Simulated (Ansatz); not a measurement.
K3CoN6O12: Electric field gradients

The cell is an entry of the Crystallography Open Database (COD), its atoms then relaxed with PBE in this cell.

Space group Fm-3 (No. 202); a = 10.4600 Å.

| site | Wyckoff | site symmetry | x | y | z |
| --- | --- | --- | --- | --- | --- |
| K1 | 8c | 23. | 0.2500 | 0.7500 | 0.2500 |
| K3 | 4b | m-3. | 0.5000 | 0.5000 | 0.5000 |
| Co | 4a | m-3. | 0.0000 | 0.0000 | 0.0000 |
| N | 24e | mm2.. | 0.1860 | 0.5000 | 0.5000 |
| O | 48h | m.. | 0.5000 | 0.3970 | 0.2456 |

One atom of each set is listed; the run and its k-mesh use a cell of 22 atoms with edges of 7.40, 7.40, 7.40 Å.

All values are calculated (Ansatz; DFT, PBE, plane waves and PAW, scalar-relativistic, collinear spin, 420 eV cutoff, Γ-centred 4×4×4 k-points, Fermi–Dirac smearing 0.02 eV), not measured. Start moments as typed (μB): 4 on each Co, none on the rest. The program fits them to the shells of the files, so those used differ somewhat.

Conventions: |V_zz| ≥ |V_yy| ≥ |V_xx|, η = (V_xx − V_yy)/V_zz, C_Q = eQV_zz/h.

⁴¹K: I = 3/2, Q = 73.40 mb; Co-59: I = 7/2, Q = 420.0 mb; ¹⁴N: I = 1, Q = 20.44 mb; ¹⁷O: I = 5/2, Q = -25.58 mb. Quadrupole moments are those of Pyykkö's year-2017 table.

Problem. What field gradients does the calculation give at each kind of site?

Solution. 

```tsv
site	atoms	first shell	V_zz (10²¹ V/m²)	η	C_Q (MHz)
K1	2	12 O at 3.03 Å	0.00	–	0
K3	1	12 O at 2.87 Å	0.00	–	0
Co	1	6 N at 1.95 Å	0.00	–	0
N	6	2 O at 1.24 Å, 1 Co at 1.95 Å; also 1 K at 3.28 Å	-7.01	0.15	-3.46
O	12	1 N at 1.24 Å; also 1 Co at 2.79 Å, 3 K at 2.87–3.03 Å	-19.98	0.66	12.4
```

K1, K3 and Co sit on a cubic site, where every gradient vanishes.

The start moments die out, and the run ends without spin.
